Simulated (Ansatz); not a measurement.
A distorted cell of TiHg (space group P4/mmm):

```yaml
crystal:
  lattice:
    - [2.99002, 0.00000, 0.00000]
    - [0.00000, 2.99002, 0.00000]
    - [0.00000, 0.00000, 3.93631]
  atoms:
    - { symbol: Ti, position: [0.50000, 0.50000, 0.50000] }
    - { symbol: Hg, position: [0.00000, 0.00000, 0.00000] }
```

These are PBEsol (plane waves to 420 eV, PAW, scalar-relativistic; Ansatz, an electronic-structure program) values and carry that method's errors. k mesh 16×16×12 (Γ-centred), Fermi-Dirac smearing 0.05 eV. Energies are smeared free energies. Compression counts positive. With partly filled bands, the response to shear is sensitive to the k mesh, so small differences along c/a are uncertain. Spin-orbit coupling is left out, though Hg is heavy. TiHg is run without spin polarisation. TiHg was relaxed with its symmetry unable to fall.

### Question
Give the stress tensor in GPa and the pressure.

### Answer
```
    1.3      0.0      0.0
    0.0      1.3      0.0
    0.0      0.0      3.2
```
The pressure, a third of the trace, is 2.0 GPa.

### Question
It is the relaxed cell deformed to V/V₀ = 0.987, (c/a)/(c/a)₀ = 0.960, c along z, fractional positions held. What is its energy relative to the relaxed cell?

### Answer
4 meV/atom.

(A scan under strain: stresses follow from slopes of the energy per volume, elastic moduli from its curvatures.)
